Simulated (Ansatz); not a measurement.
Relaxed-ion elastic tensor of BaTaO₃ (cubic perovskite, Pm-3m) in GPa (Voigt order), r²SCAN in the plane-wave PAW code Ansatz; density 8.88 g/cm³, 13.70 Å³ per atom.

```csv
,1,2,3,4,5,6
1,373,106,106,0.0,0.0,0.0
2,106,373,106,0.0,0.0,0.0
3,106,106,373,0.0,0.0,0.0
4,0.0,0.0,0.0,82.5,0.0,0.0
5,0.0,0.0,0.0,0.0,82.5,0.0
6,0.0,0.0,0.0,0.0,0.0,82.5
```

Task: Is the crystal mechanically stable?

Result: Yes: the smallest eigenvalue of C is 82.5 GPa.

Task: Work out the Voigt, Reuss and Hill averages.

Result: K_V = 195, K_R = 195, K_H = 195; G_V = 103, G_R = 97.3, G_H = 100.0 GPa.

Task: Give Young's modulus, Poisson's ratio, Pugh's ratio and the universal anisotropy index.

Result: E = 9KG/(3K + G) = 256 GPa; ν = 0.28; K/G = 1.95 (ductile by the Pugh limit of 1.75); A_U = 5G_V/G_R + K_V/K_R − 6 = 0.28.

Task: Estimate the sound speeds and the Debye temperature.

Result: v_l = √((K + 4G/3)/ρ) = 6080 m/s, v_t = √(G/ρ) = 3360 m/s, mean 3740 m/s; Θ = (h/k)(3n/4πV)^(1/3) v_m = 465 K.

Task: Give the Zener ratio and Young's modulus along [100], [110] and [111].

Result: A = 2C44/(C11 − C12) = 0.62; 1/E = S11 − 2(S11 − S12 − S44/2)Γ with Γ = 0, 1/4, 1/3 gives 325, 237, 217 GPa.

Task: Solve the Christoffel equation for the three sound speeds along [100], [110], [111].

Result: Eigenvalues of C_ijkl n_j n_l equal ρv². In km/s, slowest first: [100] 3.05, 3.05, 6.48; [110] 3.05, 3.87, 6.02; [111] 3.62, 3.62, 5.86.

The first step of the workflow began from a Materials Project structure, measured or hypothetical; the Crystallography Open Database copy checked does not list it. Its standing as an ambient phase is unchecked. The cell was relaxed with r²SCAN under the symmetry of its start; whether a distortion lowers the energy is not shown. No spin polarisation was allowed. With an odd number of electrons in the cell and no spin polarisation, the count alone makes it a metal. As this level gives no gap, shear constants depend on the k-mesh and smearing (Fermi–Dirac, 0.1 eV here). Scalar-relativistic: spin–orbit coupling is off unless named, which matters more the heavier the elements.

Potentials: the later of the program's two PAW sets.
